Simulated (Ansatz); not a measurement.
Put GaAs3 in Pm-3m (No. 221): Ga on 1b; As on 3c.

All numbers below come from DFT PBE, scalar-relativistic, plane waves, PAW in Ansatz. Cutoff 420 eV, Γ-centred mesh, Gaussian smearing, no spin polarisation.

Formation energies are uncorrected and refer to the elements' standard structures at the same level.

Question: Which cell and coordinates does it relax to?

Answer:

Space group Pm-3m (No. 221). a = 4.978 Å, b = 4.978 Å, c = 4.978 Å, α = 90.00°, β = 90.00°, γ = 90.00°
```csv
atom,site,symmetry,x,y,z
Ga,1b,m-3m,0.5000,0.5000,0.5000
As,3c,4/mm.m,0.0000,0.5000,0.5000
```

It has the ReO3 type. Ga has 6 As at 2.49 Å; As has 2 Ga at 2.49 Å.

Question: Where does its energy lie, and is it a metal?

Answer: The energy over the elements is +0.93 eV/atom and the gap on the 10×10×10 mesh of the 4-atom cell is 0 eV (a metal). The separate elements lie lower, so it is unstable against them.

The last run used Gaussian smearing of 0.10 eV. The reference form of As is held partly by dispersion forces, which this level lacks. Symmetry constrained the relaxation, so the result can be a saddle point. Another cell of GaAs3 relaxed alike, in P-31m, lies 0.87 eV/atom lower, so this cell isn't the stable form at this level.
